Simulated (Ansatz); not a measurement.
## Y$_{2}$Tl, a known structure type with other elements, at an estimated volume

```
CELL_PARAMETERS angstrom
2.66063 4.60834 0.00000
-2.66063 4.60834 0.00000
0.00000 0.00000 6.63802
ATOMIC_POSITIONS crystal
Tl 0.33330 0.33340 0.25000
Tl 0.66660 0.66670 0.75000
Y 0.33330 0.33340 0.75000
Y 0.66660 0.66670 0.25000
Y 0.00000 0.00000 0.00000
Y 0.00000 0.00000 0.50000
```

The numbers come from plane-wave PAW DFT (Ansatz): PBEsol, no spin polarisation, 420 eV, 7×7×5 Γ-centred k points, fermi-dirac occupations (width 0.1 eV). Nothing was relaxed.

**Charges.** Bader charges in e: Y +0.91 to +1.17, Tl -2.08. In the mean Y gives up most and Tl takes most.
**Stress.** The pressure is 0.4 GPa (compression positive), so with the atoms held at these fractions the cell is close to zero pressure.
**Electronic structure.** It is a metal, with about 7.8 states/eV a cell as the mean within 0.25 eV of the Fermi level, mostly Y d (87 %).
**Formation energy.** -0.37 eV an atom against the elements' usual phases (free molecules for gases, crystals otherwise, with no correction for O₂ or N₂), so it is bound against them; other compounds may still compete. Relaxing would lower it.

Origin: a known structure type with other elements, at an estimated volume, so it need not be a known compound. Caveats: many states at the Fermi level without spin polarisation, so a magnetic state may lie lower.
